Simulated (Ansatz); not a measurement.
ZnPdF6:
```xyz
8
Lattice="2.4083 1.3905 4.4864 -2.4083 1.3905 4.4864 0.0000 -2.7809 4.4864" Properties=species:S:1:pos:R:3 pbc="T T T"
Zn     0.0000     0.0000     6.7295
Pd     0.0000     0.0000     0.0000
F     -1.6182    -0.0608     7.8658
F      1.6182     0.0608     5.5933
F      0.8617    -1.3710     7.8658
F     -0.8617     1.3710     5.5933
F      0.7564     1.4318     7.8658
F     -0.7564    -1.4318     5.5933
```

Relaxed with LDA.

### Question
Give the optical modes at the zone centre with their infrared activity from DFPT, DFT-LDA in the program Ansatz with PAW potentials.

### Answer
Transverse frequencies, without the LO–TO term; a row sums one degenerate level.

```tsv
ω (cm⁻¹)	degeneracy	IR ((D/Å)²/amu)	activity	symmetry
151	2	0.00	IR-inactive	Eg
178	1	2.81	IR	Au
178	2	3.35	IR	Eu
224	2	0.55	IR	Eu
235	1	0.00	IR-inactive	Ag
260	1	0.00	IR-inactive	Ag
271	1	0.06	IR	Au
273	2	0.00	IR-inactive	Eg
352	1	0.89	IR	Au
365	2	2.86	IR	Eu
551	2	0.00	IR-inactive	Eg
591	1	0.00	IR-inactive	Ag
599	2	21.47	IR	Eu
600	1	12.30	IR	Au
```

### Question
How high does the top mode go among those that the LO–TO term moves?

### Answer
653 cm⁻¹ for q along x, 653 cm⁻¹ for q along y, 657 cm⁻¹ for q along z.

Space group R-3. The workflow started from a Materials Project entry (that database holds measured and hypothetical structures alike); the Crystallography Open Database files this formula in space group No. 148, but the cells were not matched. Whether it is the stable phase at ambient conditions was not checked. The LDA relaxation kept the symmetry of its start; of distortions, only those at the zone centre were tested. The run is not spin-polarised.

Potentials: the later of the program's two PAW sets.
